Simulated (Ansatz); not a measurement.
Q: Name crystals whose computed values (r²SCAN (plane waves, PAW; program Ansatz)) fall in these windows: highest Γ mode, no LO–TO term (cm⁻¹) 140 to 180; B₀ by P(V) fit (GPa) 95 to 130.

A: 

| crystal | highest Γ mode, no LO–TO term (cm⁻¹) | B₀ by P(V) fit (GPa) |
|---|---|---|
| ZnAg, L1₀ or tetragonal B2 | 163 | 107 |
| Ag3Au, Cu3Au type | 160 | 115 |
| Ag, dhcp (α-La type) | 166 | 102 |
| ZrCu, CsCl type | 157 | 125 |
| BiPt, NiAs type | 165 | 119 |
Others may fit too.

Not the usual ambient phase: Ag, dhcp (α-La type). Standing as an ambient phase not checked: ZnAg, L1₀ or tetragonal B2; Ag3Au, Cu3Au type; ZrCu, CsCl type; BiPt, NiAs type. All cells were relaxed under the symmetry of their starts (and spin orders); stability against distortions was not tested throughout. Rows with no word on spin ran without spin polarisation. Scalar-relativistic: spin–orbit coupling is off unless named, which matters more the heavier the elements.

Potentials: the later of the program's two PAW sets.
